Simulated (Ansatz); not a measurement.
BiRhS in space group P2_13 (No. 198; Bi on 4a, Rh on 4a, S on 4a) under volume change, r²SCAN (plane waves, PAW; program Ansatz), shape and atoms relaxed at each volume.

```tsv
V (Å³/atom)	E − E(relaxed) (meV/atom)	P (GPa)
17.922	___	___
18.513	30.0	8.64
19.103	7.1	3.92
19.694	0.0	0.01
20.285	___	___
20.876	23.4	-5.99
21.467	49.8	-8.24
```

**Question.** Complete the blanks.

**Answer.** 
- 17.922, E − E(relaxed) (meV/atom): 71.9
- 17.922, P (GPa): 14.28
- 20.285, E − E(relaxed) (meV/atom): 6.2
- 20.285, P (GPa): -3.26

**Question.** What does a third-order Birch–Murnaghan fit give for V₀, B₀ and B′?

**Answer.** V₀ = 19.70 Å³/atom, B₀ = 119 GPa, B′ = 5.1.

The workflow started from a Materials Project entry (that database holds measured and hypothetical structures alike); the Crystallography Open Database copy checked does not list it. Whether it is the stable phase at ambient conditions was not checked. The cell was relaxed with r²SCAN under the symmetry of its start; its stability against distortions is not shown here. The run is not spin-polarised. Spin–orbit coupling is left out wherever it is not named.

Potentials: the later of the program's two PAW sets.
